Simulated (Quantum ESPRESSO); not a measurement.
# Sc3GaRu3Ti: finding a planted mistake in a log

A calculation, not a measurement. The program is pw.x of Quantum ESPRESSO 7.5 (plane-wave density functional theory). The cell is made up: eight metal atoms on a hexagonal close-packed lattice, with elements, volume, strain and displacements drawn at random and not relaxed, so it may be unstable or far from any real phase. PseudoDojo standard norm-conserving files set the functional (PBE unless stated); there is no spin polarisation or spin-orbit coupling, the Fermi-Dirac width of 0.25 eV means electrons at about 2900 K, and the masses in the input are unused placeholders. A spin test at this wide smearing found no moment, but such smearing suppresses magnetism that the real alloy may have.

Intended input:

```
&control calculation='scf', pseudo_dir='./dojo.nc.sr.pbe.v0_5.standard.upf', outdir='./o', disk_io='minimal', tprnfor=.true., tstress=.true. /
&system ibrav=0, nat=8, ntyp=4, nbnd=70, ecutwfc=84.00895049, nosym=.true., tot_charge=0,
 occupations='smearing', smearing='fd', degauss=0.0183746611
/
&electrons conv_thr=1.470e-08, electron_maxstep=70, mixing_beta=0.5 /
ATOMIC_SPECIES
Ga 1.0 Ga.upf
Ru 1.0 Ru.upf
Sc 1.0 Sc.upf
Ti 1.0 Ti.upf
CELL_PARAMETERS angstrom
-2.9898 -0.0342 -0.0345
-0.0542 -0.0246 -4.7359
-0.1185 -10.5258 -0.0543
ATOMIC_POSITIONS angstrom
Sc 0.0182 0.0289 -0.0246
Ga -0.0861 -5.456 -0.0877
Ru -0.0159 -3.6535 -2.5112
Ru -0.1317 -8.7651 -2.1936
Ti -1.4885 -2.5227 -0.1561
Sc -1.5834 -7.8522 -0.1118
Ru -1.5149 -0.8415 -2.4205
Sc -1.6971 -6.0194 -2.4572
K_POINTS automatic
8 5 2 1 1 1
```

The log is shortened where brackets say so; the opening notice, blank lines, dates and the lines on written files are dropped, and the path of the files is cut. It prints rydbergs, bohrs and kilobars, and counts compression as positive stress. Its total energy is the free energy E - TS of the whole cell.

Log of the intended run:

```
     Program PWSCF v.7.5
     Parallel version (MPI & OpenMP), running on       4 processor cores
     Number of MPI processes:                 4
     Threads/MPI process:                     1
     [start-up lines left out]
     bravais-lattice index     =            0
     lattice parameter (alat)  =       5.6506  a.u.
     unit-cell volume          =    1005.4767 (a.u.)^3
     number of atoms/cell      =            8
     number of atomic types    =            4
     number of electrons       =       106.00
     number of Kohn-Sham states=           70
     kinetic-energy cutoff     =      84.0090  Ry
     charge density cutoff     =     336.0358  Ry
     scf convergence threshold =      1.5E-08
     mixing beta               =       0.5000
     number of iterations used =            8  plain     mixing
     Exchange-correlation= PBE
                           (   1   4   3   4   0   0   0)
     [axes and pseudopotential details left out]
   Cartesian axes
     site n.     atom                  positions (alat units)
         1        Sc     tau(   1) = (   0.0060866   0.0096649  -0.0082269  )
         2        Ga     tau(   2) = (  -0.0287941  -1.8246304  -0.0293292  )
         3        Ru     tau(   3) = (  -0.0053174  -1.2218268  -0.8398116  )
         4        Ru     tau(   4) = (  -0.0440440  -2.9312808  -0.7335977  )
         5        Ti     tau(   5) = (  -0.4977937  -0.8436575  -0.0522040  )
         6        Sc     tau(   6) = (  -0.5295307  -2.6259829  -0.0373889  )
         7        Ru     tau(   7) = (  -0.5066225  -0.2814198  -0.8094791  )
         8        Sc     tau(   8) = (  -0.5675550  -2.0130462  -0.8217525  )
     number of k points=    40  Fermi-Dirac smearing, width (Ry)=  0.0184
                       cart. coord. in units 2pi/alat
        k(    1) = (  -0.0609910  -0.0700137  -0.0620772), wk =   0.0500000
        k(    2) = (  -0.0626078   0.0720494  -0.0627966), wk =   0.0500000
     [further k points left out]
     Dense  grid:   104647 G-vectors     FFT dimensions: (  36,  54, 120)
     Estimated max dynamical RAM per process >     314.24 MB
     Estimated total dynamical RAM >       1.15 GB
     Initial potential from superposition of free atoms
     starting charge     105.9855, renormalised to     106.0000
     Starting wfcs are   79 randomized atomic wfcs
     total cpu time spent up to now is        5.2 secs
     per-process dynamical memory:   241.1 Mb
     Self-consistent Calculation
     iteration #  1     ecut=    84.01 Ry     beta= 0.50
     Davidson diagonalization with overlap
     ethr =  1.00E-02,  avg # of iterations =  2.2
     total cpu time spent up to now is       15.1 secs
     total energy              =   -1166.17176042 Ry
     estimated scf accuracy    <       3.78087430 Ry
     iteration #  2     ecut=    84.01 Ry     beta= 0.50
     Davidson diagonalization with overlap
     ethr =  3.57E-03,  avg # of iterations =  5.8
     total cpu time spent up to now is       27.3 secs
     total energy              =   -1162.05084195 Ry
     estimated scf accuracy    <     172.01752350 Ry
     [iterations 3 to 22 left out]
     iteration # 23     ecut=    84.01 Ry     beta= 0.50
     Davidson diagonalization with overlap
     ethr =  2.21E-11,  avg # of iterations =  2.1
     total cpu time spent up to now is      201.7 secs
     total energy              =   -1168.60215485 Ry
     estimated scf accuracy    <       0.00000002 Ry
     iteration # 24     ecut=    84.01 Ry     beta= 0.50
     Davidson diagonalization with overlap
     ethr =  1.43E-11,  avg # of iterations =  4.1
     total cpu time spent up to now is      209.7 secs
     End of self-consistent calculation
     [lines on levels left out]
!    total energy              =   -1168.60215485 Ry
     estimated scf accuracy    <          5.8E-09 Ry
     smearing contrib. (-TS)   =      -0.13898651 Ry
     internal energy E=F+TS    =   -1168.46316834 Ry
     The total energy is F=E-TS. E is the sum of the following terms:
     one-electron contribution =    -384.15644379 Ry
     hartree contribution      =     242.31459709 Ry
     xc contribution           =    -210.09511221 Ry
     ewald contribution        =    -816.52620942 Ry
     convergence has been achieved in  24 iterations
     Forces acting on atoms (cartesian axes, Ry/au):
     atom    1 type  3   force =    -0.00072959   -0.01517788    0.00955901
     atom    2 type  1   force =    -0.00802197    0.07733372    0.00550505
     atom    3 type  2   force =    -0.00814110    0.03903974    0.00045348
     atom    4 type  2   force =    -0.00050691   -0.02734050   -0.02283687
     atom    5 type  4   force =     0.00109955   -0.05775804   -0.00636086
     atom    6 type  3   force =     0.00194351   -0.02341387    0.01563234
     atom    7 type  2   force =     0.00185484   -0.01278408    0.00634758
     atom    8 type  3   force =     0.01250166    0.02010091   -0.00829973
     Total force =     0.119448     Total SCF correction =     0.000187
     Computing stress (Cartesian axis) and pressure
          total   stress  (Ry/bohr**3)                   (kbar)     P=      -81.35
  -0.00021554  -0.00008276  -0.00002442          -31.71      -12.17       -3.59
  -0.00008276  -0.00049618   0.00003992          -12.17      -72.99        5.87
  -0.00002442   0.00003992  -0.00094724           -3.59        5.87     -139.34
     init_run     :      4.95s CPU      5.15s WALL (       1 calls)
     electrons    :    199.24s CPU    204.51s WALL (       1 calls)
     forces       :      1.32s CPU      1.34s WALL (       1 calls)
     stress       :      4.33s CPU      4.34s WALL (       1 calls)
     [timing details left out]
     PWSCF        :   3m29.92s CPU   3m35.50s WALL
     JOB DONE.
```

A second run was made from an input with one planted mistake. Its log:

```
     Program PWSCF v.7.5
     Parallel version (MPI & OpenMP), running on       4 processor cores
     Number of MPI processes:                 4
     Threads/MPI process:                     1
     [start-up lines left out]
     bravais-lattice index     =            0
     lattice parameter (alat)  =       5.6506  a.u.
     unit-cell volume          =    1005.4767 (a.u.)^3
     number of atoms/cell      =            8
     number of atomic types    =            4
     number of electrons       =       106.00
     number of Kohn-Sham states=           70
     kinetic-energy cutoff     =      84.0090  Ry
     charge density cutoff     =     336.0358  Ry
     scf convergence threshold =      1.5E-08
     mixing beta               =       0.5000
     number of iterations used =            8  plain     mixing
     Exchange-correlation= PBE
                           (   1   4   3   4   0   0   0)
     [axes and pseudopotential details left out]
   Cartesian axes
     site n.     atom                  positions (alat units)
         1        Sc     tau(   1) = (   0.0060866   0.0096649  -0.0082269  )
         2        Ga     tau(   2) = (  -0.0287941  -1.8246304  -0.0293292  )
         3        Ru     tau(   3) = (  -0.0053174  -1.2218268  -0.8398116  )
         4        Ru     tau(   4) = (  -0.0440440  -2.9312808  -0.7335977  )
         5        Ti     tau(   5) = (  -0.4977937  -0.8436575  -0.0522040  )
         6        Sc     tau(   6) = (  -0.5295307  -2.6259829  -0.0373889  )
         7        Ru     tau(   7) = (  -0.5066225  -0.2446329  -0.8094791  )
         8        Sc     tau(   8) = (  -0.5675550  -2.0130462  -0.8217525  )
     number of k points=    40  Fermi-Dirac smearing, width (Ry)=  0.0184
                       cart. coord. in units 2pi/alat
        k(    1) = (  -0.0609910  -0.0700137  -0.0620772), wk =   0.0500000
        k(    2) = (  -0.0626078   0.0720494  -0.0627966), wk =   0.0500000
     [further k points left out]
     Dense  grid:   104647 G-vectors     FFT dimensions: (  36,  54, 120)
     Estimated max dynamical RAM per process >     314.24 MB
     Estimated total dynamical RAM >       1.15 GB
     Initial potential from superposition of free atoms
     starting charge     105.9855, renormalised to     106.0000
     Starting wfcs are   79 randomized atomic wfcs
     total cpu time spent up to now is        4.5 secs
     per-process dynamical memory:   241.1 Mb
     Self-consistent Calculation
     iteration #  1     ecut=    84.01 Ry     beta= 0.50
     Davidson diagonalization with overlap
     ethr =  1.00E-02,  avg # of iterations =  2.2
     total cpu time spent up to now is       13.4 secs
     total energy              =   -1166.11841456 Ry
     estimated scf accuracy    <       3.84973884 Ry
     iteration #  2     ecut=    84.01 Ry     beta= 0.50
     Davidson diagonalization with overlap
     ethr =  3.63E-03,  avg # of iterations =  5.8
     total cpu time spent up to now is       25.6 secs
     total energy              =   -1161.96690500 Ry
     estimated scf accuracy    <     178.98389368 Ry
     [iterations 3 to 20 left out]
     iteration # 21     ecut=    84.01 Ry     beta= 0.50
     Davidson diagonalization with overlap
     ethr =  6.95E-11,  avg # of iterations =  2.2
     total cpu time spent up to now is      187.3 secs
     total energy              =   -1168.59962357 Ry
     estimated scf accuracy    <       0.00000007 Ry
     iteration # 22     ecut=    84.01 Ry     beta= 0.50
     Davidson diagonalization with overlap
     ethr =  6.34E-11,  avg # of iterations =  1.0
     total cpu time spent up to now is      193.9 secs
     End of self-consistent calculation
     [lines on levels left out]
!    total energy              =   -1168.59962357 Ry
     estimated scf accuracy    <          3.6E-09 Ry
     smearing contrib. (-TS)   =      -0.13878219 Ry
     internal energy E=F+TS    =   -1168.46084138 Ry
     The total energy is F=E-TS. E is the sum of the following terms:
     one-electron contribution =    -385.71390501 Ry
     hartree contribution      =     243.09046936 Ry
     xc contribution           =    -210.10694314 Ry
     ewald contribution        =    -815.73046259 Ry
     convergence has been achieved in  22 iterations
     Forces acting on atoms (cartesian axes, Ry/au):
     atom    1 type  3   force =    -0.00088131   -0.01578570    0.01057983
     atom    2 type  1   force =    -0.00806674    0.07743551    0.00547354
     atom    3 type  2   force =    -0.00816312    0.03665790    0.00060960
     atom    4 type  2   force =    -0.00067866   -0.02661981   -0.02447034
     atom    5 type  4   force =     0.00140586   -0.05836127   -0.00588993
     atom    6 type  3   force =     0.00176628   -0.02430153    0.01714976
     atom    7 type  2   force =     0.00223697   -0.01152217    0.00518323
     atom    8 type  3   force =     0.01238071    0.02249706   -0.00863570
     Total force =     0.120004     Total SCF correction =     0.000194
     Computing stress (Cartesian axis) and pressure
          total   stress  (Ry/bohr**3)                   (kbar)     P=      -78.27
  -0.00019912  -0.00008330  -0.00002532          -29.29      -12.25       -3.73
  -0.00008330  -0.00049049   0.00004058          -12.25      -72.15        5.97
  -0.00002532   0.00004058  -0.00090651           -3.73        5.97     -133.35
     init_run     :      4.23s CPU      4.41s WALL (       1 calls)
     electrons    :    184.55s CPU    189.40s WALL (       1 calls)
     forces       :      1.29s CPU      1.31s WALL (       1 calls)
     stress       :      4.23s CPU      4.23s WALL (       1 calls)
     [timing details left out]
     PWSCF        :   3m14.42s CPU   3m19.54s WALL
     JOB DONE.
```

Question: the log repeats what the program read. Compare it with the intended run: what was wrong in the second input?

Answer: one coordinate of one atom is wrong. The input lines that differ:

```
- Ru -1.5149 -0.8415 -2.4205
+ Ru -1.5149 -0.7315 -2.4205
```

|  | intended run | run with the mistake |
| --- | --- | --- |
| free energy (eV) | -15899.642 | -15899.608 |
| entropy term -TS, part of it (eV) | -1.891 | -1.888 |
| pressure (GPa) | -8.13 | -7.83 |
| size of the largest force component (eV/Å) | 1.988 | 1.991 |
| largest change of a force component (eV/Å) |  | 0.062 |
| iterations | 24 | 22 |

For scale, a rerun of the intended cell at a higher cutoff and on a denser mesh moved values by no more than 0.009 eV in energy, 0.08 GPa in stress and 0.008 eV/Å in force, and a second program with other atomic files agreed on that cell to 2 % rms in force and 0.5 GPa in pressure.